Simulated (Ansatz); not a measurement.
One crystal and one scan (energy against volume) at two levels, PBE (plane waves to 420 eV, PAW, scalar-relativistic; Ansatz, a program for electronic structure) and PBEsol (plane waves to 420 eV, PAW, scalar-relativistic; Ansatz), each from its own relaxed cell and on its own mesh. The cell shown is that of PBE.

Ru (hcp, Mg type)

```
CELL_PARAMETERS angstrom
      2.72216     0.00000     0.00000
     -1.36108     2.35746     0.00000
      0.00000     0.00000     4.29083
ATOMIC_POSITIONS crystal
  Ru 0.33333 0.66667 0.75000
  Ru 0.66667 0.33333 0.25000
```

E(V) scan at fixed shape, V₀ the volume above. Symmetry pins the atoms to their sites.

E stands for the smeared free energy. Ru is run without spin polarisation. Ru was relaxed with its symmetry unable to fall. With the shape held, the modulus is that of even scaling; a crystal free to change shape is softer. Both scans cover V/V₀ from 0.840 to 1.160.

ΔE (meV/atom), each from the relaxed starting cell of its own level:

| V/V₀ | PBE | PBEsol |
|---|---|---|
| 0.840 | 481 | 516 |
| 0.867 | 315 | 338 |
| 0.893 | 190 | 204 |
| 0.920 | 101 | 109 |
| 0.947 | 42 | 46 |
| 0.973 | 10 | 11 |
| 1.000 | 0 | 0 |
| 1.027 | 9 | 10 |
| 1.053 | 34 | 37 |
| 1.080 | 74 | 80 |
| 1.107 | 125 | 135 |
| 1.133 | 186 | withheld |
| 1.160 | 256 | 276 |

Task: Estimate the PBEsol value at 1.133 from the PBE value there and the ratio of the two levels in the two nearest given rows on that side of the minimum.

Result: At 1.107 and 1.160 the ratio PBEsol/PBE averages 1.079, which gives 1.079 × 186 = 201 meV/atom. The calculation gives 201 meV/atom, +8.1 % against PBE.

(Under strain, the slope of the energy per volume gives the stress and its curvature an elastic modulus.)
